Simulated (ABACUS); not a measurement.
Input and output of a self-consistent single point for Mo (C2/m, 1 atom in the cell; from Materials Project mp-129, changed as shown) (ABACUS).

Method: LDA (PW92), PseudoDojo 0.4 standard norm-conserving LDA (tails mended) pseudopotentials (plane waves; ABACUS).

The change in words: lattice vector b scaled by 1.02. Reference geometry (Im-3m):
```xyz
1
Lattice="-1.5838 1.5838 1.5838 1.5838 -1.5838 1.5838 1.5838 1.5838 -1.5838" Properties=species:S:1:pos:R:3 pbc="T T T"
Mo     0.0000     0.0000     0.0000
```

Reference input (self-consistent single point, DFT, LDA (PW92), plane waves, PseudoDojo 0.4 standard norm-conserving LDA (tails mended) pseudopotentials): KPT = Gamma 10 10 10 0 0 0; basis_type = pw; dft_functional = PWLDA; ecutwfc = 80 Ry; smearing_method = mv; smearing_sigma = 0.00734986 Ry; potentials = PseudoDojo 0.4 standard norm-conserving LDA (tails mended); symmetry = 1; ks_solver = dav; scf_nmax = 100; scf_thr = 1.0e-09 Ry; mixing_type = broyden. This run's input differs from it in these lines:

```diff
@@ -26,3 +26,3 @@
   -2.9929671334    2.9929671334    2.9929671334
-   2.9929671334   -2.9929671334    2.9929671334
+   3.0528260982   -3.0528260982    3.0528260982
    2.9929671334    2.9929671334   -2.9929671334
```

Log, with long lists cut:

```
 SELF-CONSISTENT
 -------------------------------------------
                                 init_chg = atomic

 PW ALGORITHM --------------- ION=   1  ELEC=   1--------------------------------
 Notice: Threshold on eigenvalues was too large.

 Density error is 0.139792639548
                          Error Threshold = 0.000995448604545
 E_KohnSham     -140.6936560237      -1914.2353943749
 E_Fermi        1.5570103415         21.1842124898

 PW ALGORITHM --------------- ION=   1  ELEC=   2--------------------------------

 Density error is 0.0229127548258
                          Error Threshold = 0.000998518853914
   [... lines left out ...]

 Density error is 2.90741335378e-09
                          Error Threshold = 2.75854953974e-10
 E_KohnSham     -140.7342108208      -1914.7871706957
 E_Fermi        1.4932868231         20.3172095418

 PW ALGORITHM --------------- ION=   1  ELEC=   7--------------------------------

 Density error is 1.51376595968e-11
                          Error Threshold = 2.07672382413e-11
 E_KohnSham     -140.7342108209      -1914.7871706976
 E_KS(sigma->0) -140.7341581017      -1914.7864534158
 E_entropy(-TS) -0.0001054384        -0.0014345636
 E_Fermi        1.4932824268         20.3171497274
 charge density convergence is achieved
 final etot is -1914.7871707 eV
 EFERMI = 20.317149727 eV

 STATE ENERGY(eV) AND OCCUPATIONS    NSPIN == 1
   [... 14 lines left out ...]

 TOTAL-FORCE (eV/Angstrom)
                       Mo1         0.0000000000         0.0000000000         0.0000000000

 TOTAL-STRESS (KBAR)
      -188.7449625492         4.9662411639       -11.1373856732
         4.9662411639      -170.4232321758         4.9662411639
       -11.1373856732         4.9662411639      -188.7449625492
 TOTAL-PRESSURE: -182.637719 KBAR

 --------------------------------------------
 !FINAL_ETOT_IS -1914.7871706975554389 eV
 --------------------------------------------
```

The run converged in 7 iterations. Against the reference run the free energy rises by 34.8 meV/atom and the pressure goes from -14.24 to -18.26 GPa.

The structure comes from a collection of computed structures, made at another level of theory; the collection holds predicted forms beside known ones. No clean gap shows at this smearing width and mesh (spacing up to 0.28 Å⁻¹); the mesh is coarse for partly filled bands, so the values carry mesh errors.

Cost on one core: around 2.3 core-minutes (rough).

“Tails mended”: in these copies of the files the far tail of each local potential was reset to the Coulomb form.
